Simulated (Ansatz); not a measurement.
Vibrations of Ge (Fd-3m) by finite displacements

```
Ge
1.0
     0.00000    2.83793    2.83793
     2.83793    0.00000    2.83793
     2.83793    2.83793    0.00000
Ge
2
Direct
  0.50000 0.50000 0.50000
  0.75000 0.75000 0.75000
```

Conventional cell: a = 5.676 Å, b = 5.676 Å, c = 5.676 Å, α = 90.00°, β = 90.00°, γ = 90.00°. Ge (atom 1) has 4 Ge at 2.46 Å as nearest neighbours.

Unless marked otherwise, the numbers come from PBEsol, all-electron LAPW in Ansatz 0.2.0, scalar-relativistic. k mesh 10×10×10, Fermi-Dirac smearing of 0.050 eV, basis error target 1 meV/atom. The cell was relaxed by PAW under this functional.

Atoms are displaced by 0.01 Å in the smallest supercells that hold the wave vectors of a 2×2×2 mesh. Negative values stand for unstable modes.

Problem. What are the phonon energies at the solved wave vectors, in cm⁻¹?

Solution. 

```json
{"q": "0.000 0.000 0.000", "point": "Gamma", "modes (cm⁻¹)": "282.0 (×3)"}
{"q": "0.500 0.000 0.000", "point": "L", "modes (cm⁻¹)": "57.3 (×2), 211.7, 230.8, 275.5 (×2)"}
{"q": "0.500 0.500 0.000", "point": "X", "modes (cm⁻¹)": "71.7 (×2), 230.0 (×2), 261.1 (×2)"}
```

Problem. Is the structure dynamically stable at these wave vectors?

Solution. Yes, no mode is unstable there; wave vectors off this mesh aren't tested.

Problem. How do the optical zone-centre modes decompose, and which are active?

Solution. Point group m-3m: Γ_opt = T2g.

```json
{"label": "T2g", "cm⁻¹": "282.0", "activity": "Raman", "mostly": "Ge (100 %)"}
```

Problem. How well do frozen-core PAW files reproduce these all-electron values?

Solution. With a cutoff of 420 eV and displacements of 0.0025 Å, the r.m.s. difference over the modes is 0.1 cm⁻¹; the largest difference is 261.2 (PAW) against 261.1 cm⁻¹ (LAPW).

Problem. The cell is scaled evenly to 44.341 and 47.084 Å³ (from 45.713), with free atoms relaxed and the shape held. What are the mode Grüneisen parameters γ = −d ln ω/d ln V?

Solution. For the highest mode, 294.6 cm⁻¹ in the small cell and 271.0 in the large one give γ ≈ 1.39. From the change of the dynamical matrix on each mode:

```json
{"point": "Gamma", "cm⁻¹": "282.0", "γ": "1.40"}
{"point": "L", "cm⁻¹": "57.3", "γ": "-1.34"}
{"point": "L", "cm⁻¹": "211.7", "γ": "0.65"}
{"point": "L", "cm⁻¹": "230.8", "γ": "1.72"}
{"point": "L", "cm⁻¹": "275.5", "γ": "1.33"}
{"point": "X", "cm⁻¹": "71.7", "γ": "-1.68"}
{"point": "X", "cm⁻¹": "230.0", "γ": "1.13"}
{"point": "X", "cm⁻¹": "261.1", "γ": "1.54"}
```

Weighted by the modes' heat capacities at 300 K, the mean on this mesh is 0.36; it moves with the q mesh, and a coarse one overweights the zone boundary. Rows under −0.05 (2 here) are modes that soften under compression and pull towards negative thermal expansion.

Caveats: the gap is closed or tiny at this level, so small that the run used smearing; responses move with mesh and smearing; the frozen-core PAW files of the compared runs were fitted under PBE, their cores solved anew for this functional; responses of metals move with mesh and smearing.
